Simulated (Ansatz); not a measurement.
Theory: DFT PBE, scalar-relativistic, plane waves, PAW (Ansatz). All cells share a 420 eV cutoff and Γ-centred k meshes spaced at most about 0.3 Å⁻¹ (about 0.25 or finer for metals, 2π included). No spin polarisation in the final relaxations.

All energies are static (0 K, no zero-point motion).

Two forms of AlCu₅ were relaxed alike.

A.

```
CELL_PARAMETERS angstrom
7.90999 0.00000 0.00000
-3.95500 6.85025 0.00000
0.00000 0.00000 2.40645
ATOMIC_POSITIONS crystal
Al 0.00000 0.00000 0.00000
Cu 0.50000 0.00000 0.50000
Cu 0.00000 0.50000 0.50000
Cu 0.50000 0.50000 0.50000
Cu 0.33333 0.66667 0.50000
Cu 0.66667 0.33333 0.50000
```

B.

```
CELL_PARAMETERS angstrom
6.28102 0.00000 0.00000
0.00000 6.28102 0.00000
0.00000 0.00000 2.52605
ATOMIC_POSITIONS crystal
Al 0.50000 0.50000 0.00000
Cu 0.31948 0.00000 0.50000
Cu 0.68052 0.00000 0.50000
Cu 0.00000 0.31948 0.50000
Cu 0.00000 0.68052 0.50000
Cu 0.00000 0.00000 0.00000
```

Task: Which form is favoured at zero pressure, and by what margin per atom?

Result: B is lower, by 0.45 eV/atom. A has space group P6/mmm (No. 191), 21.7 Å³/atom and no gap on its mesh; B has space group P4/mmm (No. 123), 16.6 Å³/atom and no gap. Counting all near atoms (those within 1.25 times the shortest distance at each site; a slash parts the counts of unlike sites), A has Al 2, Cu 4/5 and B has Al 2, Cu 5/10. The denser one is the lower, and pressure would at first widen the difference. Even the lower one lies +0.51 eV/atom against the reference forms of the elements (uncorrected), so neither is stable at this level. In A, Al has 2 Al at 2.41 Å; Cu on a site of symmetry mmm is surrounded by 4 Cu at 2.28–2.41 Å; Cu on a site of symmetry -6m2 is surrounded by 5 Cu at 2.28–2.41 Å. In B, Al is surrounded by 2 Al at 2.53 Å; Cu on a site of symmetry m2m has 3 Cu at 2.27–2.37 Å, 2 Cu at 2.53 Å and 2 Cu at 2.84 Å; Cu on a site of symmetry 4/mmm has 8 Cu at 2.37 Å and 2 Cu at 2.53 Å. Both come from invented guesses. A third cell relaxed alike, in P-62m, lies 0.64 eV/atom below the lower of the two.

Cells relaxed within their symmetry can be saddle points.
